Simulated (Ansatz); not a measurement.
Field gradients of K3LuV2O8 from run to run

Cell of run 1: a measured structure from the Crystallography Open Database (COD), taken as it stands.

```cif
data_structure
_symmetry_space_group_name_H-M 'P 1'
_symmetry_Int_Tables_number 1
_cell_length_a 5.8550
_cell_length_b 5.8550
_cell_length_c 7.5780
_cell_angle_alpha 90.000
_cell_angle_beta 90.000
_cell_angle_gamma 120.000
_cell_volume 224.98
loop_
_atom_site_label
_atom_site_type_symbol
_atom_site_fract_x
_atom_site_fract_y
_atom_site_fract_z
_atom_site_occupancy
K1 K 0.00000 0.00000 0.00000 1
K2 K 0.66667 0.33333 0.70580 1
K3 K 0.33333 0.66667 0.29420 1
Lu4 Lu 0.00000 0.00000 0.50000 1
V5 V 0.66667 0.33333 0.25410 1
V6 V 0.33333 0.66667 0.74590 1
O7 O 0.66667 0.33333 0.03600 1
O8 O 0.33333 0.66667 0.96400 1
O9 O 0.34850 0.17425 0.32980 1
O10 O 0.82575 0.17425 0.32980 1
O11 O 0.82575 0.65150 0.32980 1
O12 O 0.17425 0.34850 0.67020 1
O13 O 0.17425 0.82575 0.67020 1
O14 O 0.65150 0.82575 0.67020 1
```

Atoms are numbered from 1 in the order listed; like atoms form one site, named after its first atom.

Relaxed positions (PBE, cell held):

```
CELL_PARAMETERS angstrom
5.85500 0.00000 0.00000
-2.92750 5.07058 0.00000
0.00000 0.00000 7.57800
ATOMIC_POSITIONS crystal
K 0.00000 0.00000 0.00000
K 0.66667 0.33333 0.68610
K 0.33333 0.66667 0.31390
Lu 0.00000 0.00000 0.50000
V 0.66667 0.33333 0.24225
V 0.33333 0.66667 0.75775
O 0.66667 0.33333 0.02369
O 0.33333 0.66667 0.97631
O 0.34535 0.17268 0.32371
O 0.82732 0.17268 0.32371
O 0.82732 0.65465 0.32371
O 0.17268 0.34535 0.67629
O 0.17268 0.82732 0.67629
O 0.65465 0.82732 0.67629
```

All runs are DFT with Ansatz 0.2.0 (plane waves and PAW, scalar-relativistic unless spin–orbit coupling is named, Γ-centred meshes, Fermi–Dirac smearing where given) in this cell.

Run 1: PBE, atoms as given; 420 eV, 5×5×3 k-points, smearing 0.02 eV.
Run 2: PBE, atoms relaxed; 420 eV, 5×5×3 k-points, smearing 0.02 eV.
Run 3: r2SCAN, at the relaxed atoms; 500 eV, 5×5×3 k-points, smearing 0.02 eV.

| run | Lu V_zz (η) | V V_zz (η) | O9 V_zz (η) |
| --- | --- | --- | --- |
| 1 | -2.94 (0.00) | -1.30 (0.00) | -1.64 (0.90) |

The results of the other runs, out of order. V_zz in 10²¹ V/m²; 3 of the 6 sets of like atoms are followed.

```
result   Lu V_zz (η)    V V_zz (η)   O9 V_zz (η)
     A  -7.79 (0.00)  -2.79 (0.00)   2.11 (0.94)
     B  -7.81 (0.00)  -2.98 (0.00)  -2.03 (0.96)
```

**Question.** Which result belongs to which run?

**Answer.** A is run 3, B is run 2. Taken one at a time, the positions of the atoms (as given or relaxed) move the tensors on these sites by up to 4.87 (largest principal value of the change, on Lu), the functional (r2SCAN with its higher cutoff) by 0.19 (V). On some sites the largest principal value moves to another axis from run to run, and the sign of V_zz can flip with it.

Without spin–orbit coupling the gradients at and beside Lu can be off by some per cent, at some sites by more. In runs 1, 3 the atoms aren't at the calculated equilibrium (largest force 0.84, 0.47 eV/Å). The cell isn't the equilibrium one in run 1 (calculated pressure 5 GPa), and the entry's cell may itself be off.
